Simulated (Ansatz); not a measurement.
Input file for Ansatz (a quantum-chemistry and plane-wave program):

Ansatz 0.2 input:
```yaml
crystal:
  lattice:
    - [2.7631685425, 0.0, 0.0]
    - [0.0, 2.7631685425, 0.0]
    - [0.0, 0.0, 5.6904571919]
  atoms:
    - { symbol: Ga, position: [0.5, 0.5, 0.2837559333] }
    - { symbol: Ga, position: [0.5, 0.5, 0.7162440667] }
    - { symbol: Cu, position: [0.0, 0.0, 0.0] }
kpoints:
  mp_grid: { grid: [15, 15, 7] }
hamiltonian:
  xc: lda
  pseudopotentials: { kind: paw }
scf:
  occupations: { method: fermi_dirac, width: 0.1 }
phonons:
  method: dfpt
  response_accuracy: low
  eigenvectors: true
  rigid_motions: translations
```

Output (shortened):

```
Pseudopotential: Ga, paw, valence charge 13
Pseudopotential: Cu, paw, valence charge 19
Functional definition: SPW92
Crystal: 3 atoms, lattice volume = 43.447 Å³
Basis set: ecut = 420 eV, 863 PW (Γ), exchange–correlation on 40×40×80 points (8 copies of the dense FFT grid, shifted against one another)
Bands: 27, of which v1, the nominal top of the filled ones, is band 23 counted from 1 (22 counted from 0)
Symmetry: 16 space group operations
k-points: 256 of 1575 (irreducible under 4 space group operations, time reversal used)
SCF iter   1: F=—  HF=-13970.008613 eV  |F-HF|=—  |Δ(HF+E_count)|=         —  Δρ=1.36e-2  dr2=3.72e-2  ethr=1.77e-3  ⟨swp⟩=5.1  Hψ=24919  notcnv=0
preconditioner: auto → Kerker (q_TF=auto, 2.744 Å⁻¹)
SCF iter   2: F=—  HF=-13970.000452 eV  |F-HF|=—  |Δ(HF+E_count)|=   8.16e-3  Δρ=2.73e-3  dr2=1.71e-3  ethr=8.26e-5  ⟨swp⟩=3.0  Hψ=15612  notcnv=0  defer=25
SCF iter   3: F=—  HF=-13969.999866 eV  |F-HF|=—  |Δ(HF+E_count)|=   5.86e-4  Δρ=2.16e-3  dr2=9.72e-4  ethr=3.81e-6  ⟨swp⟩=2.4  Hψ=10541  notcnv=0  defer=25
SCF iter   4: F=—  HF=-13969.999668 eV  |F-HF|=—  |Δ(HF+E_count)|=   1.98e-4  Δρ=8.92e-4  dr2=1.93e-4  ethr=2.16e-6  ⟨swp⟩=1.0  Hψ=6886  notcnv=0  defer=25
SCF iter   5: F=—  HF=-13969.999629 eV  |F-HF|=—  |Δ(HF+E_count)|=   3.90e-5  Δρ=2.72e-4  dr2=2.10e-5  ethr=4.28e-7  ⟨swp⟩=2.7  Hψ=11534  notcnv=0  defer=25
SCF iter   6: F=—  HF=-13969.999616 eV  |F-HF|=—  |Δ(HF+E_count)|=   1.28e-5  Δρ=4.61e-5  dr2=2.76e-6  ethr=4.67e-8  ⟨swp⟩=2.1  Hψ=11019  notcnv=0  defer=25
SCF iter   7: F=—  HF=-13969.999614 eV  |F-HF|=—  |Δ(HF+E_count)|=   2.09e-6  Δρ=2.73e-5  dr2=8.62e-7  ethr=6.14e-9  ⟨swp⟩=2.2  Hψ=11407  notcnv=0  defer=25
SCF iter   8: F=—  HF=-13969.999614 eV  |F-HF|=—  |Δ(HF+E_count)|=   1.15e-7  Δρ=7.60e-6  dr2=5.39e-8  ethr=1.91e-9  ⟨swp⟩=1.9  Hψ=7438  notcnv=0  defer=25
SCF iter  12: F=-13969.999614 eV  HF=-13969.999614 eV  |F-HF|=0.00e0  |Δ(HF+E_count)|=  1.09e-11  Δρ=5.40e-8  dr2=1.09e-12  ethr=1.00e-12  ⟨swp⟩=5.1  Hψ=31154  notcnv=0
SCF 1 converged in 12 iterations: F = -13969.999614 eV  dr2 = 1.09e-12
DFPT response loops at Γ: preconditioner auto → Kerker (q_TF=auto, 2.744 Å⁻¹) (partly filled bands, converged f_vac=0.005) …
SCF converged after 12 iterations
Free energy (F): -13969.999614 eV
Harris-Foulkes:  -13969.999614 eV  (|F-HF|=0.00e0)
Internal energy: -13969.976583 eV  (E = F + TS)
E sigma→0 (E₀):  -13969.988098 eV
Entropy (-TS):   -0.023031 eV (-7.677 meV/atom)
Fermi energy:    13.200729 eV
--- Per-component energies (eV) ---
  E_band       = -433.368696
  E_kinetic    = 535.498923
  E_local      = -8520.444781  (includes V_loc(G=0)·N_el)
  E_nonlocal   = 1243.828635
  E_hartree    = 3908.335608
  E_xc         = -229.609130
  E_vxc        = -236.386997  (∫ρ·V_xc dr)
  E_paw        = -5414.649187  (= ΣΔE_a)
  E_vpaw       = -1272.535658  (= ΣTr[D̂ρ^β])
  E_aug_tail   = 0.000049  (compensation charges beyond the density's cutoff)
  E_ewald      = -5496.843321
  E_core_change = 3.906620  (= ΣΔE_core)
  E_smearing   = -0.023031  (= −TS)
  E_closure    = 0.000000  (closes the sum)
  Σ components = -13969.999614   (vs F -13969.999614, Δ=0.00e0)
  [band-id]    e_kinetic+e_local+e_nonlocal+2·e_hartree+e_vxc+e_vpaw+e_augmentation_tail = -433.368612   (vs E_band -433.368696, Δ=8.36e-5)
--- Band table (eV; the first three rows and the last of 256) ---
  k-point 0: bands = ["-99.6424", "-57.4935", "-57.4267", "-57.4267", "-2.2322", "-2.2108", "-2.1561", "-1.8809", "-1.8809", "-1.8473", "-1.7440", "-1.7235", "-1.7099", "-1.7099", "1.2201", "5.3353", "6.6290", "8.5973", "9.5079", "9.5079", "9.6277", "9.8896", …
  k-point 1: bands = ["-99.6424", "-57.4935", "-57.4267", "-57.4267", "-2.2210", "-2.2088", "-2.1580", "-1.8784", "-1.8784", "-1.8560", "-1.7434", "-1.7241", "-1.7124", "-1.7124", "1.3134", "4.6274", "7.3777", "8.5973", "9.5064", "9.5064", "9.7550", "9.8896", …
  k-point 2: bands = ["-99.6424", "-57.4935", "-57.4267", "-57.4267", "-2.2039", "-2.1938", "-2.1630", "-1.8779", "-1.8727", "-1.8727", "-1.7418", "-1.7257", "-1.7184", "-1.7184", "1.5914", "3.6554", "8.2588", "8.5973", "9.5031", "9.5031", "9.8896", …
  k-point 255: bands = ["-99.6394", "-57.4896", "-57.4474", "-57.4473", "-2.1106", "-2.0819", "-2.0506", "-2.0503", "-1.9828", "-1.8717", "-1.8711", "-1.6196", "-1.6078", "-1.5953", "7.3562", "8.2962", "8.3934", "9.5022", "10.2332", "10.9383", "11.4987", …
--- Phonons (Γ-DFPT): 4 representative perturbations + reference, on 256 of 1575 k-points (Σ response iterations 12) ---
  ASR residual: 6.793e-3 → 0.000e0 eV/Å²; symmetrization residual: 9.607e-4 eV/Å²
  ASR residual per site (eV/Å²): 1.21e-3 1.21e-3 6.79e-3
  Γ frequencies (cm⁻¹): 0.00 0.00 0.00 75.34 75.34 151.95 151.95 197.77 250.17
  non-analytic LO–TO correction: not included (Born effective charges unavailable; polar crystals: no LO–TO splitting at Γ)
```

Cost: around 3 core-minutes (rough) on shared cores.

Space group P4/mmm. The workflow started from a Materials Project entry (that database holds measured and hypothetical structures alike); the Crystallography Open Database files this formula in space group No. 123, but the cells were not matched. Whether it is the stable phase at ambient conditions was not checked. The cell was relaxed with LDA under the symmetry of its start; of distortions, only those at the zone centre were tested. The run is not spin-polarised. As this level gives no gap, phonon frequencies hold no LO–TO term and depend on the k-mesh and smearing (Fermi–Dirac, 0.1 eV here). Spin–orbit coupling is left out wherever it is not named.

Potentials: the later of the program's two PAW sets.

Ansatz is a plane-wave DFT program.
